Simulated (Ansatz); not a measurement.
As (A7 (α-As type)), relaxed with PBE+D3(BJ) (Ansatz, a quantum-chemistry and plane-wave program, plane waves, PAW): a = b = 3.784 Å, c = 10.109 Å, α = β = 90.00°, γ = 120.00°.

### Question
The same phase is relaxed and computed with LDA in the same code. What is the cell now?

### Answer
a = b = 3.760 Å, c = 9.987 Å, α = β = 90.00°, γ = 120.00°.

All cells were relaxed under the symmetry of their starts (and spin orders); stability against distortions was not tested throughout. Scalar-relativistic: spin–orbit coupling is off unless named, which matters more the heavier the elements.

Potentials: the earlier of the program's two PAW sets.

Ansatz is a plane-wave DFT program.
